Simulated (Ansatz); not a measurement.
Bi2Se3:
```xyz
5
Lattice="2.0745 1.1977 9.8262 -2.0745 1.1977 9.8262 0.0000 -2.3954 9.8262" Properties=species:S:1:pos:R:3 pbc="T T T"
Bi     0.0000     0.0000    11.7614
Bi     0.0000     0.0000    17.7172
Se     0.0000     0.0000     0.0000
Se     0.0000     0.0000     6.3414
Se     0.0000     0.0000    23.1373
```

Relaxed with r²SCAN+D4.

### Question
Which orbitals make up the states near the band edges in DFT-r²SCAN+D4 in the program Ansatz with PAW potentials?

### Answer
Top 1 eV of the valence band: Se 4p 84 %, Bi 6s 10 %. Bottom 1 eV of the conduction band: Bi 6p 64 %, Se 4p 21 %, Se 4s 10 %. Projections are on Löwdin-orthogonalised atomic valence shells; empty p or d shells of many metals are not among them.

### Question
Tabulate the density of states.

### Answer
States/eV per cell of 5 atoms, in 0.25 eV bins, energy from the valence-band maximum.

| E (eV) | total | Se 4p | Bi 6p | Se 4s |
|---|---|---|---|---|
| -7.85 | 0.00 | 0.00 | 0.00 | 0.00 |
| -7.60 | 0.00 | 0.00 | 0.00 | 0.00 |
| -7.35 | 0.00 | 0.00 | 0.00 | 0.00 |
| -7.10 | 0.00 | 0.00 | 0.00 | 0.00 |
| -6.85 | 0.00 | 0.00 | 0.00 | 0.00 |
| -6.60 | 0.00 | 0.00 | 0.00 | 0.00 |
| -6.35 | 0.00 | 0.00 | 0.00 | 0.00 |
| -6.10 | 0.00 | 0.00 | 0.00 | 0.00 |
| -5.85 | 0.00 | 0.00 | 0.00 | 0.00 |
| -5.60 | 0.00 | 0.00 | 0.00 | 0.00 |
| -5.35 | 0.25 | 0.14 | 0.11 | 0.01 |
| -5.10 | 1.73 | 0.95 | 0.73 | 0.04 |
| -4.85 | 2.10 | 1.16 | 0.88 | 0.04 |
| -4.60 | 1.52 | 0.87 | 0.61 | 0.02 |
| -4.35 | 1.97 | 1.15 | 0.77 | 0.02 |
| -4.10 | 3.14 | 1.90 | 1.15 | 0.05 |
| -3.85 | 3.89 | 2.41 | 1.34 | 0.08 |
| -3.60 | 4.08 | 2.55 | 1.36 | 0.10 |
| -3.35 | 4.83 | 3.04 | 1.59 | 0.12 |
| -3.10 | 4.31 | 2.87 | 1.28 | 0.09 |
| -2.85 | 4.62 | 3.11 | 1.34 | 0.09 |
| -2.60 | 5.01 | 3.42 | 1.38 | 0.10 |
| -2.35 | 3.91 | 2.71 | 1.02 | 0.08 |
| -2.10 | 3.26 | 2.37 | 0.74 | 0.07 |
| -1.85 | 3.46 | 2.84 | 0.48 | 0.05 |
| -1.60 | 4.39 | 3.86 | 0.35 | 0.05 |
| -1.35 | 4.52 | 4.16 | 0.18 | 0.03 |
| -1.10 | 4.39 | 3.91 | 0.18 | 0.03 |
| -0.85 | 3.90 | 3.29 | 0.17 | 0.03 |
| -0.60 | 4.80 | 4.03 | 0.16 | 0.02 |
| -0.35 | 1.79 | 1.47 | 0.08 | 0.02 |
| -0.10 | 0.12 | 0.10 | 0.01 | 0.00 |
| 0.15 | 0.00 | 0.00 | 0.00 | 0.00 |
| 0.40 | 0.00 | 0.00 | 0.00 | 0.00 |
| 0.65 | 0.00 | 0.00 | 0.00 | 0.00 |
| 0.90 | 0.07 | 0.01 | 0.04 | 0.01 |
| 1.15 | 0.24 | 0.04 | 0.16 | 0.03 |
| 1.40 | 0.90 | 0.18 | 0.58 | 0.09 |
| 1.65 | 2.53 | 0.62 | 1.59 | 0.20 |
| 1.90 | 3.31 | 0.89 | 2.08 | 0.19 |
| 2.15 | 3.69 | 1.09 | 2.28 | 0.17 |
| 2.40 | 5.33 | 1.69 | 3.21 | 0.16 |
| 2.65 | 3.71 | 1.23 | 2.17 | 0.08 |
| 2.90 | 3.68 | 1.26 | 2.13 | 0.07 |
| 3.15 | 3.32 | 1.15 | 1.95 | 0.05 |
| 3.40 | 2.84 | 0.95 | 1.67 | 0.05 |
| 3.65 | 3.15 | 1.09 | 1.83 | 0.05 |
| 3.90 | 2.93 | 1.06 | 1.68 | 0.04 |
| 4.15 | 4.21 | 1.60 | 2.32 | 0.04 |
| 4.40 | 2.34 | 0.95 | 1.23 | 0.03 |
| 4.65 | 2.68 | 0.82 | 1.01 | 0.02 |
| 4.90 | 2.87 | 0.75 | 0.91 | 0.02 |
| 5.15 | 2.22 | 0.55 | 0.63 | 0.01 |
| 5.40 | 1.85 | 0.34 | 0.38 | 0.01 |

Space group R-3m. The cell was relaxed with r²SCAN+D4 under the symmetry of its start. Spin–orbit coupling is left out wherever it is not named.

Potentials: the later of the program's two PAW sets.
